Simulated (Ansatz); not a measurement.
According to DFT-PBEsol in the program Ansatz with PAW potentials, Ru in the diamond structure (Fd-3m) relaxes to a = 5.391 Å. Ru has 4 nearest neighbours from 2.33 Å (tetrahedral).

Electronic character: metallic (no gap). Gap from PBEsol with spin–orbit coupling: none (metallic). The magnetic state found is non-magnetic (starting moments vanished).

An equation-of-state fit gives a bulk modulus of 182 GPa. The relaxed-ion elastic constants in GPa are C11 = 191, C12 = 178, C44 = -6.9. The highest mode at Γ lies at 268 cm⁻¹.

The start of the workflow was typed in or built on a structure type; neither database checked (COD, Materials Project) lists it. It is not the phase usual at ambient conditions (space group No. 194). The PBEsol relaxation kept the symmetry of its start. At this level the phase is mechanically unstable. The workflow began spin-polarised and lost its moments. As this level gives no gap, shear constants depend on the k-mesh and smearing (Fermi–Dirac, 0.1 eV here). As this level gives no gap, phonon frequencies hold no LO–TO term and depend on the k-mesh and smearing (Fermi–Dirac, 0.1 eV here). Spin–orbit coupling is left out wherever it is not named.

Potentials: the later of the program's two PAW sets.
